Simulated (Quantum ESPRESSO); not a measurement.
## TaCuIr2Al3V (a curve over one atom's position)

Computed values, not a measurement. The program is pw.x of Quantum ESPRESSO 7.5 (plane-wave density functional theory). The cell is made up: eight metal atoms on a face-centred cubic lattice, with elements, volume, strain and displacements drawn at random and not relaxed, so it may be unstable or far from any real phase. PseudoDojo standard norm-conserving files set the functional (PBE unless stated); there is no spin polarisation or spin-orbit coupling, the Fermi-Dirac width of 0.25 eV means electrons at about 2900 K, and the masses in the input are unused placeholders. The copper pseudopotential is less sure than most, with forces differing by about three percent and pressure by about two GPa from a second method on plain copper. Heavy elements are run without spin-orbit coupling, which real alloys of them have. A spin test at this wide smearing found no moment, but such smearing suppresses magnetism that the real alloy may have.

Seven runs move atom 3 (Ir, counted in the order of the input) along z and keep all else fixed.

Input of the run at +0.0141:

```
&control calculation='scf', pseudo_dir='./dojo.nc.sr.pbe.v0_5.standard.upf', outdir='./o', disk_io='minimal', tprnfor=.true., tstress=.true. /
&system ibrav=0, nat=8, ntyp=5, nbnd=57, ecutwfc=92.02030273, nosym=.true., tot_charge=0,
 occupations='smearing', smearing='fd', degauss=0.0183746611
/
&electrons conv_thr=1.470e-08, electron_maxstep=70, mixing_beta=0.5 /
ATOMIC_SPECIES
Al 1.0 Al.upf
Cu 1.0 Cu.upf
Ir 1.0 Ir.upf
Ta 1.0 Ta.upf
V 1.0 V.upf
CELL_PARAMETERS angstrom
0.0939 3.8398 3.8007
3.8923 0.0285 3.8661
3.8991 3.9121 0.0216
ATOMIC_POSITIONS angstrom
Ta -0.0191 0.0203 -0.1141
Cu 1.9698 1.9319 -0.0245
Ir 2.0172 0.0857 1.8624
Al 3.9088 1.9491 1.9745
Ir 0.092 1.9514 1.9165
V 2.0524 3.9286 1.7864
Al 1.9877 1.9566 3.8132
Al 3.9102 3.9616 3.8379
K_POINTS automatic
5 5 5 1 1 1
```

| shift of atom 3 along z (Å) | free energy less that of the input shown (eV) | Fx on atom 3 (eV/Å) | Fy on atom 3 (eV/Å) | Fz on atom 3 (eV/Å) | pressure (GPa) | iterations |
| --- | --- | --- | --- | --- | --- | --- |
| -0.1178 | 0.0562 | -0.576 | -0.509 | 0.868 | 9.92 | 17 |
| -0.0753 | 0.0258 | -0.585 | -0.436 | 0.570 | 9.67 | 18 |
| -0.0414 | 0.0102 | -0.604 | -0.386 | 0.351 | 9.51 | 17 |
| +0.0141 | 0.0000 | -0.660 | -0.320 | 0.020 | 9.42 | 18 |
| +0.0543 | 0.0038 | -0.721 | -0.285 | -0.207 | 9.44 | 19 |
| +0.1150 | 0.0266 | -0.845 | -0.251 | -0.548 | 9.64 | 19 |

Question: one run is left out of the table, at -0.0261. Estimate its Fz on atom 3 (eV/Å).

Answer: 0.257. The whole row:

| shift of atom 3 along z (Å) | free energy less that of the input shown (eV) | Fx on atom 3 (eV/Å) | Fy on atom 3 (eV/Å) | Fz on atom 3 (eV/Å) | pressure (GPa) | iterations |
| --- | --- | --- | --- | --- | --- | --- |
| -0.0261 | 0.0055 | -0.617 | -0.366 | 0.257 | 9.48 | 18 |

A cubic fit gives dFz/dz = -5.84 eV/Å² at zero shift. Across the table the energy follows the integral of the force to 0.1 meV. A rerun of one of the cells at a higher cutoff and on a denser mesh moved values by no more than 0.007 eV in energy, 0.05 GPa in stress and 0.006 eV/Å in force, and a second program with other atomic files agreed on that cell to 2 % rms in force and 0.5 GPa in pressure.